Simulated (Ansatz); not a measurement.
Space group R-3m:H (No. 166). a = 6.075 Å, b = 6.075 Å, c = 14.728 Å, α = 90.00°, β = 90.00°, γ = 120.00°
| atom | site | symmetry | x | y | z |
| --- | --- | --- | --- | --- | --- |
| Ti | 18h | .m | 0.1622 | 0.8378 | 0.0875 |
| Ti | 6c | 3m | 0.3333 | 0.6667 | 0.9114 |
| C | 9d | .2/m | 0.1667 | 0.3333 | 0.8333 |
| C | 3b | -3m | 0.3333 | 0.6667 | 0.1667 |
| C | 3a | -3m | 0.0000 | 0.0000 | 0.0000 |

Equation of state of this Ti8C5 structure (not necessarily the ground state), with shape and atoms relaxed at each volume where symmetry leaves them free. It has no gap at any of these volumes. The calculation used DFT PBEsol, scalar-relativistic, plane waves, PAW in Ansatz 0.2.0.

Plane waves to 420 eV, a k mesh through Γ of 6×6×6 on the computed 13-atom cell and Gaussian smearing (0.10 eV); no spin polarisation.

```tsv
V (Å³/atom)	E − E(largest V) (meV/atom)	P (GPa)
10.621	64.19	30.03
10.983	7.10	20.71
11.345	-30.41	12.71
11.707	-51.12	5.86
12.069	-57.50	0.00
12.431	-51.61	-5.00
12.793	-35.29	-9.25
13.276	0.00	-13.92
```

Q: Fit a third-order Birch–Murnaghan equation to E(V).

A: V0 = 12.07 Å³/atom, B0 = 180 GPa, B0' = 4.2.